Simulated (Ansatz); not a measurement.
# Au: frozen-core PAW against all-electron methods

```
Au
1.0
     2.84200    0.00000    0.00000
    -1.42100    2.46124    0.00000
     0.00000    0.00000    4.88000
Au
2
Direct
  0.33333 0.66667 0.75000
  0.66667 0.33333 0.25000
```

Atoms are numbered in the order listed.

The geometry is COD entry 1545302, unchecked; take it as a test cell. The listed cell was then made from it by scaling, straining or moving an atom.

Spin–orbit coupling is left out, though it moves levels of the heavy atoms by tenths of an eV or more.

Levels of theory: DFT, LDA, PAW with Ansatz's default frozen-core files, scalar-relativistic (Ansatz 0.2.0); DFT, LDA, all-electron LAPW, scalar-relativistic (Ansatz 0.2.0).

For PAW: a Γ-centred 14×14×8 k mesh, Fermi–Dirac smearing of 0.03 eV, cutoff 420 eV, no spin polarisation; the PAW files were made with PBE, and the program remakes their frozen cores for this functional. LAPW targets a basis error of 0.25 meV/atom. The Ansatz runs share mesh, smearing and spin set-up. Plane-wave (PAW) pressures include the program's estimate of the Pulay term.

Stress and pressure are positive in compression.

The change that made this cell: equal xx and yy strain of -2 %.

PAW results:

| quantity | PAW |
| --- | --- |
| pressure (GPa) | -4.75 |
| stress xx (GPa) | -4.50 |
| stress zz (GPa) | -5.24 |

(1) What does full-potential LAPW give for the same quantities?

Results:

(1) 
```json
{"quantity": "pressure (GPa)", "LAPW": "-4.75"}
{"quantity": "stress xx (GPa)", "LAPW": "-4.51"}
{"quantity": "stress zz (GPa)", "LAPW": "-5.22"}
```
